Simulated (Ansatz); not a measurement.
One crystal and one scan (scan of one atom of the cell) at two levels, r2SCAN (plane waves to 500 eV, PAW, scalar-relativistic; Ansatz, a program for electronic structure) and PBE (plane waves to 420 eV, PAW, scalar-relativistic; Ansatz), each from its own relaxed cell and on its own mesh. The cell shown is that of r2SCAN.

C (diamond)

```yaml
crystal:
  lattice:
    - [0.00000, 3.56028, 3.56028]
    - [1.78014, 0.00000, 1.78014]
    - [1.78014, 1.78014, 0.00000]
  atoms:
    - { symbol: C, position: [0.25000, 0.50000, 0.50000] }
    - { symbol: C, position: [0.75000, 0.50000, 0.50000] }
    - { symbol: C, position: [0.37500, 0.75000, 0.75000] }
    - { symbol: C, position: [0.87500, 0.75000, 0.75000] }
```

Scan: atom 3 (C, nearest neighbour C at 1.542 Å; its periodic images, 2.5 Å or more away, move with it) is displaced along Cartesian x, direction (1.000, 0.000, 0.000) in Cartesian axes, by s. The other atoms stay.

The energy includes the smearing's −TS. C was relaxed with its symmetry unable to fall. Percentages come from the unrounded values. Both scans cover s from -0.310 to 0.310 Å.

Results of r2SCAN:

| Quantity | Value |
|---|---|
| Lattice constant a (Å) | 3.560 |
| Energy at s = 0.310 Å (meV/cell) | 1944 |
| Force along the line at s = -0.310 Å (eV/Å) | 11.30 |
| Force constant k = d²E/ds² at s = 0 (finite differences) (eV/Å²) | 42.85 |
| Shape of the curve | a single well with its minimum at or next to zero displacement |

Q: Estimate the PBE values.

A: 
```csv
quantity,PBE,r2SCAN − PBE
Lattice constant a (Å),3.572,-0.012 (-0.3 %)
Energy at s = 0.310 Å (meV/cell),1847,+97 (+5.2 %)
Force along the line at s = -0.310 Å (eV/Å),10.74,+0.56 (+5.2 %)
Force constant k = d²E/ds² at s = 0 (finite differences) (eV/Å²),40.74,+2.11 (+5.2 %)
```

r2SCAN gives the higher value for: energy at s = 0.310 Å; force along the line at s = -0.310 Å; force constant k = d²E/ds² at s = 0. r2SCAN gives the lower value for: lattice constant a. Both give the same shape of the curve: a single well with its minimum at or next to zero displacement.

(A displaced cell: forces are minus the slopes of the energy, force constants its curvatures, and phonons follow from these.)
